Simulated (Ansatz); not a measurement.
# Ge: computed property card

Ge:
```yaml
crystal:
  lattice:
    - [5.94947, 0.00000, 0.00000]
    - [0.00000, 5.94947, 0.00000]
    - [0.00000, 0.00000, 7.08022]
  atoms:
    - { symbol: Ge, position: [0.08416, 0.08416, 0.00000] }
    - { symbol: Ge, position: [0.41584, 0.58416, 0.75000] }
    - { symbol: Ge, position: [0.91584, 0.91584, 0.50000] }
    - { symbol: Ge, position: [0.58416, 0.41584, 0.25000] }
    - { symbol: Ge, position: [0.16936, 0.37273, 0.24440] }
    - { symbol: Ge, position: [0.12727, 0.66936, 0.99440] }
    - { symbol: Ge, position: [0.83064, 0.62727, 0.74440] }
    - { symbol: Ge, position: [0.87273, 0.33064, 0.49440] }
    - { symbol: Ge, position: [0.66936, 0.12727, 0.00560] }
    - { symbol: Ge, position: [0.62727, 0.83064, 0.25560] }
    - { symbol: Ge, position: [0.33064, 0.87273, 0.50560] }
    - { symbol: Ge, position: [0.37273, 0.16936, 0.75560] }
```

Space group P4_32_12 (No. 96); conventional cell a = b = 5.9495 Å, c = 7.0802 Å, α = β = γ = 90.00°.

Method: DFT-r²SCAN in the program Ansatz with PAW potentials. The cell and atoms are relaxed at this level. Other levels are named where they apply.

**Cell and energy**

- Volume per atom = 20.88 Å³
- Density = 5.77 g/cm³

**Electronic structure**

- Band gap = 0.72 eV (smallest direct gap 0.74 eV)
- Valence-band maximum = off the standard path, at k = (0.331, 0.331, -0.057) in fractions of the reciprocal vectors
- Conduction-band minimum = on the M–Γ line, 31 % of the way from M (4 equivalent valleys)
- Electron effective mass = 0.080, 0.10, 0.13 mₑ (principal values)
- Hole effective mass = 0.078, 0.88, 5.5 mₑ (principal values)
- HSE06 gap on the r²SCAN cell = 0.96 eV
- Gap with spin–orbit coupling = 0.70 eV

**Mechanics**

Bulk modulus (Birch–Murnaghan fit): 61.6 GPa
Pressure derivative B′: 4.5
Elastic constants (relaxed ions, GPa): C11 = 169, C12 = 18.8, C13 = 28.0, C33 = 96.2, C44 = 57.1, C66 = 46.9
Mechanical stability: stable (all eigenvalues of C positive)
Hill bulk and shear moduli: 63.3 and 55.0 GPa
Young's modulus: 128 GPa
Poisson's ratio: 0.16
Debye temperature from the elastic constants: 367 K
Piezoelectric stress constants (proper, relaxed ions, C/m²): e14 = -0.20, e25 = 0.20

The workflow started from a Materials Project entry (that database holds measured and hypothetical structures alike); the Crystallography Open Database files this formula in space group No. 96, but the cells were not matched. It is not the phase usual at ambient conditions (space group No. 227). The r²SCAN relaxation kept the symmetry of its start; its stability against distortions is not shown here. Signs of piezoelectric constants follow the polarity of the cell as given. Spin–orbit coupling is left out wherever it is not named.

Potentials: the earlier of the program's two PAW sets.
